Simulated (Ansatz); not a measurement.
**Computed properties of V₂O₅**

V₂O₅:
```
CELL_PARAMETERS angstrom
      6.27235     0.00000     0.00000
      0.00000     3.53289     0.00000
     -0.04282     0.00000     7.13330
ATOMIC_POSITIONS crystal
  V  0.74230 0.25000 0.72130
  V  0.25770 0.75000 0.27870
  V  0.19566 0.25000 0.90059
  V  0.80434 0.75000 0.09941
  O  0.73891 0.75000 0.80675
  O  0.26109 0.25000 0.19325
  O  0.03677 0.25000 0.70238
  O  0.96323 0.75000 0.29762
  O  0.43907 0.25000 0.82441
  O  0.56093 0.75000 0.17559
  O  0.14659 0.75000 0.96746
  O  0.85341 0.25000 0.03254
  O  0.67849 0.25000 0.50971
  O  0.32151 0.75000 0.49029
```

Space group P2_1/m (No. 11); conventional cell a = 6.2723 Å, b = 3.5329 Å, c = 7.1334 Å, α = γ = 90.00°, β = 90.34°.

Method: plane-wave PAW r²SCAN+D4 (Ansatz code). Structure relaxed to zero pressure with the same functional. Other levels are named where they apply.

**Cell and energy**

```yaml
volume_per_atom: 11.29 Å³
density: 3.82 g/cm³
Formation energy from the elements (no fitted shifts): -2.44 eV/atom
```

**Electronic structure**

```yaml
band_gap: 1.81 eV (indirect)
valence_band_maximum: on the A–E line, 94 % of the way from A (k = -0.500, 0.469, -0.500 in fractions of the reciprocal vectors)
conduction_band_minimum: at B (k = 0.000, 0.000, 0.500 in fractions of the reciprocal vectors)
smallest_direct_gap_on_the_standard_path: 2.12 eV
hole_effective_mass: 2.2, 2.4, 2.9 mₑ (principal values)
HSE06 gap on the r²SCAN+D4 cell: 2.90 eV
```

**Mechanics**

```yaml
Bulk modulus (Birch–Murnaghan fit): 35.8 GPa
Pressure derivative B′: 13.5
```

**Charges**

```yaml
bader_charges: V +2.31 to +2.33, O -1.14 to -0.65 e
```

The workflow started from a Materials Project entry (that database holds measured and hypothetical structures alike); the Crystallography Open Database copy checked does not list it. COD files the formula under space group No. 31, 59. Its standing as an ambient phase is unchecked. The cell was relaxed with r²SCAN+D4 under the symmetry of its start; its stability against distortions is not shown here. No spin polarisation was allowed. No Hubbard U is applied. The references are the lowest solids computed at this level, not always the standard phases (solids in place of the gases).

Potentials: the later of the program's two PAW sets.
